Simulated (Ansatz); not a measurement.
Pd:
```yaml
crystal:
  lattice:
    - [0.00000, 1.95366, 1.95366]
    - [1.95366, 0.00000, 1.95366]
    - [1.95366, 1.95366, 0.00000]
  atoms:
    - { symbol: Pd, position: [0.00000, 0.00000, 0.00000] }
```

This is the r²SCAN-relaxed structure.

Problem. All from the program Ansatz at the r²SCAN level (PAW), unless another level is named. Estimate the Young's modulus.

Solution. 131 GPa.

Problem. Predict the elastic constants (relaxed ions, GPa).

Solution. C11 = 218, C12 = 169, C44 = 73.8.

Space group Fm-3m (fcc (Cu type)). The r²SCAN relaxation kept the symmetry of its start. The run is not spin-polarised. As this level gives no gap, shear constants depend on the k-mesh and smearing (Fermi–Dirac, 0.1 eV here). On the denser mesh and wider smearing of the elastic run this cell carries a stress of 0.4 GPa.

Potentials: the later of the program's two PAW sets.
